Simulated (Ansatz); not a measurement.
**Relaxing a structure of WS$_{2}$**

The start is a randomly generated symmetric cell of WS2 (space group No. 6). The cell and all atomic positions are relaxed at zero pressure with r2SCAN (plane waves to 500 eV, PAW, scalar-relativistic; Ansatz, a quantum-chemistry and plane-wave program). First-step values are on the input's coarse k-mesh.

Ansatz input (later rounds restart from its end on a renewed k-mesh):
Ansatz 0.2 input:
```yaml
crystal:
  lattice:
    - [2.779459, 0, 0]
    - [0, 4.9392816, 0]
    - [-0.9762694, 0, 4.3695334]
  atoms:
    - { symbol: S, position: [0.64487577, 0, 0.79882711] }
    - { symbol: S, position: [0.26905618, 0.5, 0.89590533] }
    - { symbol: W, position: [0.03635895, 0, 0.4173603] }
basis: { ecutwfc: 500, ecutrho_ratio: 4, xc_grid: 4, fft_grid_basis: typed }
kpoints: { mp_grid: { grid: [8, 5, 5] } }
hamiltonian:
  xc: r2scan
  dispersion: none
  pseudopotentials: { azcp: { folder: ./paw }, kind: paw }
scf: { occupations: { method: fermi_dirac, width: 0.05 } }
relax: { f_tol: 0.01, max_steps: 100, cell: { stress_tol: 0.02 } }
output: { forces: true, stress: true }
```

### Question
How large is the pressure on the unrelaxed cell, and of which sign?

### Answer
+2 GPa (positive: the cell is compressed).

### Question
How much energy is released per atom?

### Answer
1.47 eV/atom.

### Question
How does the volume change?

### Answer
+0.4 %, from 20.00 to 20.08 Å³/atom.

### Question
How do the shortest distances between atoms change?

### Answer
The closest pairs of elements (up to four, under 3.6 Å), start → end: S–W 2.13 → 2.29 Å; S–S 2.75 → 3.22 Å; W–W 2.78 → 3.22 Å.

### Question
Is the relaxed structure metallic? Give its gap.

### Answer
No gap (metallic).

### Question
Write out the relaxed structure.

### Answer

```cif
data_S2W
_chemical_formula_sum 'S2 W1'
_space_group_name_H-M_alt 'Pm'
_space_group_IT_number 6
_space_group_name_Hall 'P -2y'
_cell_length_a 3.22369
_cell_length_b 4.57572
_cell_length_c 4.25373
_cell_angle_alpha 90.000
_cell_angle_beta 106.250
_cell_angle_gamma 90.000
loop_
_atom_site_label
_atom_site_type_symbol
_atom_site_symmetry_multiplicity
_atom_site_Wyckoff_symbol
_atom_site_fract_x
_atom_site_fract_y
_atom_site_fract_z
_atom_site_occupancy
S1 S 1 a 0.75504 0.00000 0.65389 1
S2 S 1 b 0.10088 0.50000 0.21481 1
W1 W 1 a 0.09437 0.00000 0.24339 1
```

The space group stays Pm (No. 6) (the run could not lower it), with 3 atoms in the primitive cell. Final values are on a 15×10×11 k-mesh of the relaxed cell. No spin polarisation in the result.

The run could not lose the symmetry of its start; a randomly shaken copy of 6 atoms returns to this structure.

The relaxed structure here is a generated cell of WS2: the first start was made by a random draw of sites in a space group, and the end was not matched to a known phase here, so it may be hypothetical. Known forms of WS2 include space group No. 194.
